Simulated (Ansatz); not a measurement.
Given:

ScSi₂ in space group P6/mmm (No. 191; Sc on 1a, Si on 2d), a = 4.0335 Å, b = 4.0335 Å, c = 3.6156 Å, α = 90.00°, β = 90.00°, γ = 120.00°.

This is the PBE-relaxed structure.

Question: All from DFT-PBE in the program Ansatz with PAW potentials, unless another level is named. Predict the electronic character.

Answer: metallic (no gap).

Question: And the density of states at the Fermi level?

Answer: 0.63 states/eV per atom (mean over ±0.08 eV).

Question: Predict the formation energy from the elements (no fitted shifts).

Answer: -378 meV/atom.

The workflow started from an entry of the Crystallography Open Database (COD). Whether it is the stable phase at ambient conditions was not checked. The PBE relaxation kept the symmetry of its start; whether a distortion lowers the energy is not shown. No spin polarisation was allowed. The references are the lowest solids computed at this level, not always the standard phases.

Potentials: the later of the program's two PAW sets.
